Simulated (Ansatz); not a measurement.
An Ansatz (a first-principles code) input:

Ansatz 0.2 input:
```yaml
crystal:
  lattice:
    - [0.0, 2.464916877, 2.464916877]
    - [2.464916877, 0.0, 2.464916877]
    - [2.464916877, 2.464916877, 0.0]
  atoms:
    - { symbol: Ru, position: [0.0, 0.0, 0.0] }
    - { symbol: Al, position: [0.5, 0.5, 0.5] }
kpoints:
  mp_grid: { grid: [11, 11, 11] }
  band_path:
    path:
      - [[0.0, 0.0, 0.0], [0.5, 0.0, 0.5], [0.625, 0.25, 0.625]]  # Γ-X-U
      - [[0.375, 0.375, 0.75], [0.0, 0.0, 0.0], [0.5, 0.5, 0.5], [0.5, 0.25, 0.75], [0.5, 0.0, 0.5]]  # K-Γ-L-W-X
    npoints: 12
basis: { xc_grid: 2 }
hamiltonian:
  xc: pbesol
  pseudopotentials: { azcp: { folder: ./paw }, kind: paw_fr }
magnetization: { noncollinear: true, spin_orbit: true }
scf:
  n_extra_bands: 13
  convergence: { dr2_threshold: 0.0000000001 }
  occupations: { method: gaussian, width: 0.05 }
output: { eigenvalues: true }
```

**Question.** How many symmetry operations and irreducible k-points will the run report?

**Answer.** 48 operations, 56 of 1331 k-points.

**Question.** With a cutoff of 420 eV, how many plane waves at Γ?

**Answer.** 561.

It took around 24 core-seconds (rough) on shared server cores.

Space group Fm-3m (rock salt). The start of the workflow was typed in or built on a structure type; neither database checked (COD, Materials Project) lists it. COD files the formula under space group No. 221. Whether it is the stable phase at ambient conditions was not checked. The cell was relaxed with PBEsol under the symmetry of its start. At this level the phase is mechanically unstable. No spin polarisation was allowed. Its formation energy is positive at this level, so the cell may be metastable or incomplete.

Potentials: the earlier of the program's two PAW sets. The files were generated under PBE; for other functionals the program regenerates the frozen cores, and for LDA and PBEsol the local potential too.

Ansatz is a plane-wave DFT program.
